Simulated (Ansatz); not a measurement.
## Quadrupolar parameters in Rb4CaSe4O14

The cell is a computed structure from the Materials Project (it need not be an observed phase).

```
Rb Ca Se O
1.0
     7.67398    0.00000    0.00000
    -0.51366    8.10327    0.00000
    -0.20690   -3.51030    8.01733
Rb Ca Se O
4 1 4 14
Direct
  0.27905 0.18152 0.59108
  0.15223 0.44907 0.25659
  0.67618 0.74466 0.31843
  0.80288 0.55842 0.75099
  0.54515 0.09313 0.92958
  0.32775 0.69455 0.78870
  0.15843 0.88272 0.15998
  0.63379 0.30592 0.33261
  0.88622 0.08555 0.76957
  0.45354 0.59837 0.87780
  0.99759 0.72243 0.09381
  0.52537 0.33143 0.16296
  0.04560 0.24476 0.86672
  0.15759 0.56977 0.67672
  0.31860 0.83758 0.26348
  0.80926 0.46057 0.38126
  0.69969 0.18170 0.74730
  0.42922 0.82549 0.70692
  0.10225 0.08977 0.25342
  0.49685 0.39741 0.48942
  0.94574 0.94520 0.58479
  0.25670 0.89372 0.96972
  0.81698 0.97711 0.89065
```

Atom numbers follow the list; atoms alike are taken as one site, whose name carries the number of the first.

Level of theory: DFT, PBE, plane waves and PAW, scalar-relativistic, 420 eV cutoff, Γ-centred 5×5×4 k-points, Fermi–Dirac smearing 0.05 eV (Ansatz 0.2.0).

V_zz is the principal component of the electric field gradient with the largest magnitude, η = (V_xx − V_yy)/V_zz and C_Q = eQV_zz/h.

Rb-85: I = 5/2, Q = 276.0 mb; ⁴³Ca: I = 7/2, Q = -40.80 mb; ¹⁷O: I = 5/2, Q = -25.58 mb. Q values from Pyykkö, Mol. Phys. 116, 1328 (2018).

(1) Give the quadrupolar parameters of the distinct sites.

Answers

(1) 

```tsv
site	atoms (order as listed)	first shell	V_xx, V_yy, V_zz (10²¹ V/m²)	η	C_Q (MHz)
Rb1	1	6 O at 2.76–3.14 Å; also 2 O at 3.47–3.48 Å	0.80, 6.51, -7.31	0.78	-48.8
Rb2	2	8 O at 2.87–3.45 Å	0.82, 2.79, -3.61	0.55	-24.1
Rb3	3	5 O at 2.82–3.20 Å	-0.90, -3.50, 4.40	0.59	29.3
Rb4	4	7 O at 2.82–3.11 Å	0.36, 3.02, -3.38	0.79	-22.6
Ca	5	4 O at 2.20–2.37 Å; also 1 O at 2.77 Å	0.52, 6.37, -6.89	0.85	6.80
Se6	6	4 O at 1.63–1.88 Å	-5.05, -8.02, 13.07	0.23	–
Se7	7	4 O at 1.64–1.88 Å	-5.54, -7.25, 12.79	0.13	–
Se8	8	3 O at 1.70–1.77 Å	11.69, 18.70, -30.4	0.23	–
Se9	9	4 O at 1.66–1.72 Å	-0.71, -3.19, 3.89	0.64	–
O10	10	1 Se at 1.64 Å; also 1 Rb at 2.91 Å	-8.44, -10.19, 18.63	0.09	-11.5
O11	11	1 Se at 1.65 Å; also 3 Rb at 3.06–3.34 Å	-7.72, -10.82, 18.54	0.17	-11.5
O12	12	1 Se at 1.77 Å, 1 Ca at 2.20 Å, angle 111°; also 2 Rb at 3.10–3.20 Å	-6.01, -6.37, 12.38	0.03	-7.66
O13	13	1 Se at 1.66 Å; also 2 Rb at 2.94–3.20 Å	-8.28, -9.64, 17.92	0.08	-11.1
O14	14	1 Se at 1.63 Å; also 2 Rb at 2.82–3.14 Å	-7.43, -11.21, 18.64	0.20	-11.5
O15	15	1 Se at 1.65 Å; also 3 Rb at 2.97–3.30 Å	-7.78, -10.34, 18.12	0.14	-11.2
O16	16	1 Se at 1.70 Å; also 3 Rb at 2.82–3.01 Å	-5.96, -7.89, 13.84	0.14	-8.56
O17	17	1 Se at 1.72 Å; also 1 Ca at 2.32 Å, 1 Rb at 3.10 Å	-7.89, -8.53, 16.42	0.04	-10.2
O18	18	1 Se at 1.67 Å; also 1 Ca at 2.37 Å	-7.92, -10.02, 17.94	0.12	-11.1
O19	19	1 Se at 1.64 Å; also 2 Rb at 2.91–3.01 Å	-7.40, -11.07, 18.47	0.20	-11.4
O20	20	1 Se at 1.70 Å; also 2 Rb at 2.76–3.07 Å	-6.20, -7.73, 13.93	0.11	-8.62
O21	21	1 Se at 1.66 Å; also 2 Rb at 2.95–3.08 Å	-8.51, -9.44, 17.95	0.05	-11.1
O22	22	2 Se at 1.88 Å, angle 125°; also 1 Ca at 2.77 Å	-0.49, -14.62, 15.11	0.93	-9.35
O23	23	1 Se at 1.70 Å; also 1 Ca at 2.32 Å, 1 Rb at 3.11 Å	-7.69, -9.20, 16.89	0.09	-10.4
```

At O10, O11, O13, O14, O15 and O16 and others V_zz points along its bond to Se (within 4°) in each case. At Se8 V_zz stands upright on the plane through its three neighbours (within 8°). At O12 V_zz points along the shorter of its two bonds, to Se (within 1°).

Se has no stable isotope with a ground-state quadrupole moment in the table, so no C_Q is given.

The largest force is 0.4 eV/Å, so the atoms aren't at the calculated equilibrium and relaxing them would move these values. Without spin–orbit coupling (the program notes it for Rb) the gradients are little affected as a rule: paired runs on crystals with a gap mostly move them by under 2 % at such atoms. Where η is near 1 the sign of V_zz means little.

Hardware: 2 threads of Arm Neoverse V1 (aarch64; 28 cores open to the job, memory cap 5.0 GiB, no GPU), a shared host with a load of 0.9 a core. Wall time 6.4 min, CPU time 13 min, peak memory 2.3 GiB.
